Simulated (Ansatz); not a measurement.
HgSe:
```
CELL_PARAMETERS angstrom
      4.17511     0.00000     0.00000
     -2.08756     3.61576     0.00000
      0.00000     0.00000     9.57830
ATOMIC_POSITIONS crystal
  Hg 0.00000 0.66418 0.33333
  Hg 0.33582 0.33582 0.00000
  Hg 0.66418 0.00000 0.66667
  Se 0.00000 0.53761 0.83333
  Se 0.46239 0.46239 0.50000
  Se 0.53761 0.00000 0.16667
```

Relaxed with LDA.

**Question.** Map the electron localisation function on the plane through (0.000, 0.664, 0.333) spanned by u = [1, 1, 0] and v = [-1, 1, 1] in lattice vectors, from the program Ansatz at the LDA level (PAW).

**Answer.** x is the fraction of u, y of v (the angle between them is 90°; rows are the nearest grid lines); atoms in the plane: Hg at (0.00, 0.00), Hg at (0.00, 0.67), Hg at (0.00, 0.33), Se at (0.63, 0.17).
```
y \ x   0.000  0.0952  0.190  0.286  0.381  0.476  0.524  0.619  0.714  0.810  0.905   1.00
------  -----  ------  -----  -----  -----  -----  -----  -----  -----  -----  -----  -----
1.00    0.788   0.580  0.440  0.258  0.179  0.107  0.092  0.134  0.253  0.445  0.578  0.788
0.925   0.389   0.305  0.321  0.641  0.747  0.783  0.792  0.696  0.256  0.223  0.362  0.389
0.850   0.111   0.356  0.691  0.767  0.536  0.531  0.693  0.840  0.718  0.227  0.071  0.111
0.775   0.245   0.188  0.250  0.626  0.801  0.802  0.772  0.551  0.148  0.131  0.240  0.245
0.700   0.561   0.518  0.426  0.243  0.118  0.069  0.057  0.101  0.285  0.433  0.506  0.561
0.625   0.521   0.503  0.392  0.216  0.127  0.105  0.082  0.090  0.263  0.413  0.497  0.521
0.550   0.196   0.171  0.343  0.730  0.833  0.827  0.804  0.657  0.215  0.101  0.181  0.196
0.450   0.218   0.311  0.628  0.758  0.609  0.642  0.762  0.844  0.642  0.186  0.178  0.218
0.375   0.540   0.480  0.313  0.313  0.514  0.579  0.543  0.279  0.195  0.380  0.504  0.540
0.300   0.579   0.506  0.435  0.269  0.102  0.074  0.101  0.202  0.253  0.351  0.508  0.579
0.225   0.246   0.229  0.137  0.138  0.579  0.764  0.770  0.725  0.764  0.698  0.403  0.246
0.150   0.273   0.086  0.067  0.400  0.788  0.793  0.625  0.183  0.397  0.724  0.601  0.273
0.0750  0.374   0.381  0.306  0.141  0.168  0.476  0.561  0.623  0.585  0.334  0.289  0.374
0.000   0.788   0.580  0.440  0.258  0.179  0.107  0.092  0.134  0.253  0.445  0.578  0.788
```

The density is the valence pseudo-density with augmentation charge, so density and ELF within about 1 Å of a nucleus are not all-electron values.

Space group P3_221. The first step of the workflow began from a Materials Project structure, measured or hypothetical; the Crystallography Open Database copy checked does not list it. COD files the formula under space group No. 216. Its standing as an ambient phase is unchecked. Symmetry was held in the LDA relaxation; whether a distortion lowers the energy is not shown. A crystal of weakly bound chains computed without a dispersion correction: the cell and the soft elastic constants depend strongly on that. Scalar-relativistic: spin–orbit coupling is off unless named, which matters more the heavier the elements.

Potentials: the later of the program's two PAW sets.
